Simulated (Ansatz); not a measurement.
# Telling polymorphs of HfCrAgS4 apart by ¹⁷⁷Hf

Method: Kohn–Sham DFT in Ansatz, PBE, plane waves and PAW, scalar-relativistic, 420 eV cutoff. Q(¹⁷⁷Hf) = 3365 mb, I = 7/2. The cells come from the Materials Project (computed, not necessarily observed phases), with the atoms as given. Spin–orbit coupling is left out, which moves gradients at and beside heavy atoms (Hf) by some per cent and at some sites by far more.

Question: Rank the structures by their largest ¹⁷⁷Hf |C_Q|, smallest first.
A. Imma, 14 atoms in the cell run; Hf site: 6 S at 2.55 Å
B. P2, 14 atoms in the cell run; Hf sites: (1) 6 S at 2.50–2.58 Å. (2) 6 S at 2.51–2.61 Å.
C. P2/m, 14 atoms in the cell run; Hf site: 6 S at 2.50–2.59 Å

Answer: B (399 MHz), C (471 MHz), A (794 MHz).

In HfCrAgS4 (Imma), HfCrAgS4 (P2), HfCrAgS4 (P2/m) small gradients can still move by 0.1 × 10²¹ V/m² or more with the k-mesh.
